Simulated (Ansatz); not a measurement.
An Ansatz input:

```yaml
crystal:
  lattice:
    - [2.9936848011, 0.0, 0.0]
    - [0.0, 2.9936848011, 0.0]
    - [0.0, 0.0, 2.9936848011]
  atoms:
    - { symbol: Mg, position: [0.0, 0.0, 0.0] }
hamiltonian:
  xc: r2scan
  pseudopotentials:
    kind: paw_fr
    azcp:
      Mg: "pseudopotentials/Mg.paw.azcp"
basis:
  ecutwfc: 500
  fft_grid_basis: typed
kpoints:
  mp_grid: { grid: [11, 11, 11], shift: [0, 0, 0] }
magnetization:
  noncollinear: true
  spin_orbit: true
scf:
  occupations: { method: fermi_dirac, width: 0.1 }
```

and its output:

```
Engine: ansatz 0.2.0, x86_64-unknown-linux-gnu
Pseudopotentials: kind: paw_fr
Pseudopotential: Mg, paw_fr, valence charge 10, recommended cutoff 500 eV (meta_gga) 
Functional definition: r2SCAN
  parameter k0 = 0.174
  parameter k1 = 0.065
  parameter a1 = 4.9479
  exchange = r2scan_x(k0 = k0, k1 = k1, a1 = a1)
  correlation = r2scan_c
non-collinear run that drives no moment, with spin-orbit: no starting moment large enough to seed its density (crystal.atoms[].spin), no starting occupations that ask for one, no magnetisation constraint and no magnetic field, so the semilocal B_xc is pinned to zero
Crystal: 1 atoms, lattice volume = 26.830 Å³
Basis set: ecut = 500 eV, 691 PW (Γ), exchange–correlation on 96×96×96 points (64 copies of the dense FFT grid, shifted against one another)
Bands: 18, of which v1, the nominal top of the filled ones, is band 10 counted from 1 (9 counted from 0)
Symmetry: 48 space group operations + 48 with time reversal
Magnetic group: BNS 221.93 (UNI 1595), of the structure as read, at distance tolerance 3.0e-5 Å
k-points: 56 of 1331
Projection manifold: j_resolved (fully-relativistic pseudo-atomic orbitals)
Non-local potential: Mg, projectors of the file, l = 0: 3, l = 1: 4, l = 2: 2
PAW form: soft (Blöchl's): semilocal exchange-correlation on the pseudo side does not see the compensation charge
PAW frozen core: Mg, regenerated for the run's functional (the file was generated under x = pbe(κ = 0.804, μ = 0.2195149727645171), c = pbe(β = 0.06672455060314922))
PAW one-centre angular grid: Mg, 302 points (default); XC on 397 of its mesh's 2593 points in the sphere
Initial density: superposition of atomic densities (chi_scale 0.1, normalization cell)
Initial wavefunctions: pseudopotential atomic-orbital guess
Functional: x = r2scan, c = r2scan; τ floored in thin density (d = 2e-4 eV/Å³)
iter 1 solved again at ethr=4.85e-4 eV; its pass at ethr=3.10e-3 eV (dr2=4.85e-2 eV) is discarded
SCF iter   1: F=—  HF=-1925.847512 eV  |F-HF|=—  |Δ(HF+E_count)|=         —  Δρ=1.16e-2  dr2=4.85e-2  dr2_τ=3.74e-5  dr2_m=0.00e0 (ungated)  ethr=4.85e-4  |M|=0.00e0 ∫|m|=0.00e0 μB  |m|>n=0.0e0 m-floor=0.0e0 τ_xc=0.0e0  β_m=0.30  ⟨swp⟩=1.5  Hψ=3377  notcnv=0
SCF iter   2: F=—  HF=-1925.868317 eV  |F-HF|=—  |Δ(HF+E_count)|=   2.08e-2  Δρ=8.31e-3  dr2=2.60e-2  dr2_τ=2.91e-5  dr2_m=0.00e0 (ungated)  ethr=4.85e-4  |M|=0.00e0 ∫|m|=0.00e0 μB  |m|>n=0.0e0 m-floor=0.0e0 τ_xc=0.0e0  β_m=0.65  ⟨swp⟩=2.1  Hψ=734  notcnv=0
SCF iter   3: F=—  HF=-1925.882139 eV  |F-HF|=—  |Δ(HF+E_count)|=   1.38e-2  Δρ=8.57e-4  dr2=1.57e-4  dr2_τ=3.87e-6  dr2_m=0.00e0 (ungated)  ethr=2.60e-4  |M|=0.00e0 ∫|m|=0.00e0 μB  |m|>n=0.0e0 m-floor=0.0e0 τ_xc=0.0e0  β_m=0.63  ⟨swp⟩=2.0  Hψ=785  notcnv=0
SCF iter   4: F=—  HF=-1925.882558 eV  |F-HF|=—  |Δ(HF+E_count)|=   4.19e-4  Δρ=3.38e-4  dr2=3.33e-5  dr2_τ=1.81e-7  dr2_m=0.00e0 (ungated)  ethr=1.57e-6  |M|=0.00e0 ∫|m|=0.00e0 μB  |m|>n=0.0e0 m-floor=0.0e0 τ_xc=0.0e0  β_m=0.82  ⟨swp⟩=2.4  Hψ=787  notcnv=0
SCF iter   5: F=—  HF=-1925.882701 eV  |F-HF|=—  |Δ(HF+E_count)|=   1.43e-4  Δρ=6.30e-5  dr2=7.45e-7  dr2_τ=7.42e-8  dr2_m=0.00e0 (ungated)  ethr=3.33e-7  |M|=0.00e0 ∫|m|=0.00e0 μB  |m|>n=0.0e0 m-floor=0.0e0 τ_xc=0.0e0  β_m=0.88  ⟨swp⟩=2.6  Hψ=714  notcnv=0
SCF iter   6: F=-1925.882702 eV  HF=-1925.882702 eV  |F-HF|=1.13e-8  |Δ(HF+E_count)|=   1.15e-6  Δρ=3.25e-6  dr2=1.34e-9  dr2_τ=9.05e-11  dr2_m=0.00e0 (ungated)  ethr=1.00e-9  |M|=0.00e0 ∫|m|=0.00e0 μB  |m|>n=0.0e0 m-floor=0.0e0 τ_xc=0.0e0  ⟨swp⟩=3.0  Hψ=1269  notcnv=0
SCF 1 converged in 6 iterations: F = -1925.882702 eV  dr2 = 1.34e-9
SCF converged after 6 iterations
Magnetization: |M| = 0.0000 μB,  M = (+0.0000, +0.0000, +0.0000) μB
Absolute magnetization: 0.0000 μB (∫|m|)
  site 0: m = (+0.0000, +0.0000, +0.0000) μB, |m| = 0.0000 μB  (R = 1.23 Å)
Free energy (F): -1925.882702 eV
Harris-Foulkes:  -1925.882702 eV  (|F-HF|=1.13e-8)
Internal energy: -1925.870869 eV  (E = F + TS)
E sigma→0 (E₀):  -1925.876786 eV
Entropy (-TS):   -0.011833 eV (-11.833 meV/atom)
Fermi energy:    4.375171 eV
--- Per-component energies (eV) ---
  E_band       = -385.854995
  E_kinetic    = 73.594488
  E_local      = -1705.434993  (includes V_loc(G=0)·N_el)
  E_nonlocal   = 96.223349
  E_hartree    = 614.322758
  E_xc         = -25.787003
  E_vxc        = -37.648268  (∫ρ·V_xc dr)
  E_paw        = -296.391588  (= ΣΔE_a)
  E_vpaw       = -43.822134  (= ΣTr[D̂ρ^β])
  E_aug_tail   = -0.000001  (compensation charges beyond the density's cutoff)
  E_vtau       = 2.585709  (kinetic-family band-sum trace: ∫τ·v_τ [+ j·A + Jᵃ·Aᵃ] dr)
  E_ewald      = -682.371067
  E_core_change = -0.026813  (= ΣΔE_core)
  E_smearing   = -0.011833  (= −TS)
  E_closure    = -0.000000  (closes the sum)
  Σ components = -1925.882702   (vs F -1925.882702, Δ=0.00e0)
```

Command:

```sh
ansatz run input.yaml --threads 1 --pin off --max-ram 3584MiB --backend cpu --events-out ev --progress --plain --runs-dir out
```

On 1 thread of Intel(R) Xeon(R) Platinum 8259CL CPU @ 2.50GHz (Skylake/Cascade Lake) (shared host) this took about 8.5 s of wall time and 8.5 s of CPU time.
